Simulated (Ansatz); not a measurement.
SnO2 (rutile)

Space group P4₂/mnm (No. 136); a = 4.7585 Å, b = 4.7585 Å, c = 3.2001 Å, α = 90.00°, β = 90.00°, γ = 90.00°

| atom | site | symmetry | x | y | z |
|---|---|---|---|---|---|
| Sn | 2a | m.mm | 0.0000 | 0.0000 | 0.0000 |
| O | 4f | m.2m | 0.3059 | 0.3059 | 0.0000 |

Two coordinates are scanned: the volume, and the ratio of the stretch along z (the conventional c axis) to the stretch across it. Atoms keep their fractional coordinates.

These are r2SCAN (plane waves to 500 eV, PAW, scalar-relativistic; Ansatz, an electronic-structure program) values and carry that method's errors. k mesh 7×7×10 (Γ-centred), Fermi-Dirac smearing 0.05 eV. Stress and pressure are positive under compression. As the atoms are clamped, bonds stretch with the cell, which overstates energies and stresses. SnO2 was relaxed with its symmetry unable to fall. The PAW data are Ansatz's earlier set.

Changes of σzz (GPa) from the point V/V₀ = 1.000, (c/a)/(c/a)₀ = 1.000 when one coordinate moves alone (two changes are said to add if the coupling is within 5 % of the smaller one, nearly so within 20 %):

```csv
point,change
"V/V₀ = 1.000, (c/a)/(c/a)₀ = 0.880",31.02
"V/V₀ = 1.000, (c/a)/(c/a)₀ = 0.940",13.60
"V/V₀ = 0.920, (c/a)/(c/a)₀ = 1.000",25.84
"V/V₀ = 0.960, (c/a)/(c/a)₀ = 1.000",11.47
"V/V₀ = 1.040, (c/a)/(c/a)₀ = 1.000",-9.15
"V/V₀ = 1.080, (c/a)/(c/a)₀ = 1.000",-16.41
"V/V₀ = 1.000, (c/a)/(c/a)₀ = 1.060",-10.27
"V/V₀ = 1.000, (c/a)/(c/a)₀ = 1.120",-17.70
```

Q: What is the change at V/V₀ = 1.040, (c/a)/(c/a)₀ = 1.060, where both move, and how far is it from the sum?

A: The sum of the single changes is -9.15 + (-10.27) = -19.42; the calculation gives -18.10, so the coupling contributes 1.32 (under 20 % of the smaller single change, nearly additive).

Q: Do the two effects add at V/V₀ = 0.960, (c/a)/(c/a)₀ = 0.880? Give the computed change.

A: The sum of the single changes is 11.47 + (31.02) = 42.49; the calculation gives 46.08, so the coupling contributes 3.59 (over 20 % of the smaller single change, not additive).

Q: Do the two effects add at V/V₀ = 0.920, (c/a)/(c/a)₀ = 0.880? Give the computed change.

A: The sum of the single changes is 25.84 + (31.02) = 56.86; the calculation gives 64.54, so the coupling contributes 7.68 (over 20 % of the smaller single change, not additive).

(A scan under strain: stresses follow from slopes of the energy per volume, elastic moduli from its curvatures.)
